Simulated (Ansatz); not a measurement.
Method: Ansatz, DFT PBE, scalar-relativistic, plane waves, PAW. All cells share a 420 eV cutoff and Γ-centred k meshes spaced at most about 0.3 Å⁻¹ (about 0.25 or finer for metals, 2π included). Collinear spin in cells that started with moments and kept them past the coarse steps, no spin elsewhere.

All energies are static (0 K, no zero-point motion).

Compare these two cells of MnAlC₄N₄, each relaxed at this level.

1. (site moments Mn 2.3 μB)

```cif
data_structure
_symmetry_space_group_name_H-M 'P4/mmm'
_symmetry_Int_Tables_number 123
_cell_length_a 7.1873
_cell_length_b 7.1873
_cell_length_c 3.3645
_cell_angle_alpha 90.000
_cell_angle_beta 90.000
_cell_angle_gamma 90.000
_cell_volume 173.80
loop_
_atom_site_label
_atom_site_type_symbol
_atom_site_symmetry_multiplicity
_atom_site_Wyckoff_symbol
_atom_site_fract_x
_atom_site_fract_y
_atom_site_fract_z
_atom_site_occupancy
Mn1 Mn 1 c 0.50000 0.50000 0.00000 1
Al1 Al 1 a 0.00000 0.00000 0.00000 1
C1 C 4 j 0.19696 0.80304 0.00000 1
N1 N 4 j 0.31212 0.68788 0.00000 1
```

2. (site moments Mn 2.6 μB)

```cif
data_structure
_symmetry_space_group_name_H-M 'P-43m'
_symmetry_Int_Tables_number 215
_cell_length_a 5.7684
_cell_length_b 5.7684
_cell_length_c 5.7684
_cell_angle_alpha 90.000
_cell_angle_beta 90.000
_cell_angle_gamma 90.000
_cell_volume 191.94
loop_
_atom_site_label
_atom_site_type_symbol
_atom_site_symmetry_multiplicity
_atom_site_Wyckoff_symbol
_atom_site_fract_x
_atom_site_fract_y
_atom_site_fract_z
_atom_site_occupancy
Mn1 Mn 1 a 0.00000 0.00000 0.00000 1
Al1 Al 1 b 0.50000 0.50000 0.50000 1
C1 C 4 e 0.19753 0.19753 0.19753 1
N1 N 4 e 0.31565 0.31565 0.31565 1
```

**Question.** Which would you expect to be lower, and how large is the difference?

**Answer.** Cell 2 is lower, by 193 meV/atom. Cell 1 has space group P4/mmm (No. 123), 17.4 Å³/atom and no gap on its mesh; cell 2 has space group P-43m (No. 215), 19.2 Å³/atom and no gap. The shortest distance is 1.17 Å (C–N) in cell 1 and 1.18 Å (C–N) in cell 2. The lower one is the more open, so pressure narrows the difference. Even the lower one lies +0.12 eV/atom against the reference forms of the elements (uncorrected), a margin that errors in the energy of the gaseous reference can exceed. In cell 1, Mn has 4 N at 1.91 Å; Al is surrounded by 4 C at 2.00 Å; C is surrounded by 1 N at 1.17 Å and 1 Al at 2.00 Å; around N lie 1 C at 1.17 Å and 1 Mn at 1.91 Å. In cell 2, Mn has 4 C at 1.97 Å; Al is surrounded by 4 N at 1.84 Å; around C lie 1 N at 1.18 Å and 1 Mn at 1.97 Å; around N lie 1 C at 1.18 Å and 1 Al at 1.84 Å. Both come from invented guesses.

In such compounds of Mn a zero gap at this level may well be an artefact, since no Hubbard U is applied. Another magnetic order may lie lower. Cells relaxed within their symmetry can be saddle points.
